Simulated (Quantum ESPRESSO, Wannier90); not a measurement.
## Tight-binding from DFT: ZrS2 (CdI2 type)

```xyz
3
Lattice="3.6914 0.0000 0.0000 -1.8457 3.1968 0.0000 0.0000 0.0000 6.0411" Properties=species:S:1:pos:R:3 pbc="T T T"
Zr     0.0000     0.0000     0.0000
S     -1.8457     1.0656    -1.4372
S      1.8457    -1.0656     1.4372
```

Materials Project entry mp-1186; symmetrised, unrelaxed at this level. Not found in the COD (Crystallography Open Database) copy used; not checked further. Computed values, not measurements, from PBEsol: Quantum ESPRESSO (norm-conserving PseudoDojo potentials, cutoff 53 Ry, no spin polarisation, no spin-orbit coupling) on a Γ-centred 12×12×4 mesh, then Wannier90. Density: 12×12×6 mesh, cold smearing 0.01 Ry. The cell is built of weakly bound layers, chains or molecules, whose nearest atoms lie 3.82 Å apart. Database cells relaxed without dispersion often hold them too far apart, which can enlarge gaps and weakens couplings between them; spacing and stacking were not compared with the measured crystal.

Functional, cutoff and mesh named above are those of the base row (PBEsol); the first column says what each row takes instead. Model: 11 functions from bands 7-27, start hydrogen-like Zr: d; S: p, disentangled but not localised (num_iter = 0), frozen window tied to the conduction edge or Fermi level of each row, as listed, which moves Ω_I and hoppings a little by itself. Energies are relative to the valence-band maximum; the misfit is to pw.x on a path, for states up to 2.0 eV relative to the valence-band maximum. The functional changes, each with its own PseudoDojo files and their cutoffs, on the same cell. The disentangled Ω_I can sit in another minimum from row to row.

```json
[
 {"functional": "LDA", "frozen to (eV)": "2.41", "Ω_I (Å²)": "18.19", "rms misfit (meV)": "0.4", "gap (eV)": "0.91", "bottom of band 7 (eV)": "-4.44", "on-site S2 pz minus Zr1 dz2 (eV)": "-2.75", "hopping modulus Zr1 dyz – S3 py, R = 0 1 0 (eV)": "1.592", "hopping modulus S2 px – S2 px, R = 1 0 0 (eV)": "0.530", "hopping modulus Zr1 dxz – Zr1 dxy, R = 1 0 0 (eV)": "0.341"},
 {"functional": "PBE", "frozen to (eV)": "2.52", "Ω_I (Å²)": "18.01", "rms misfit (meV)": "0.4", "gap (eV)": "1.03", "bottom of band 7 (eV)": "-4.37", "on-site S2 pz minus Zr1 dz2 (eV)": "-2.85", "hopping modulus Zr1 dyz – S3 py, R = 0 1 0 (eV)": "1.592", "hopping modulus S2 px – S2 px, R = 1 0 0 (eV)": "0.520", "hopping modulus Zr1 dxz – Zr1 dxy, R = 1 0 0 (eV)": "0.339"},
 {"functional": "PBEsol", "frozen to (eV)": "2.45", "Ω_I (Å²)": "18.16", "rms misfit (meV)": "0.4", "gap (eV)": "0.96", "bottom of band 7 (eV)": "-4.43", "on-site S2 pz minus Zr1 dz2 (eV)": "-2.80", "hopping modulus Zr1 dyz – S3 py, R = 0 1 0 (eV)": "1.596", "hopping modulus S2 px – S2 px, R = 1 0 0 (eV)": "0.529", "hopping modulus Zr1 dxz – Zr1 dxy, R = 1 0 0 (eV)": "0.342"}
]
```
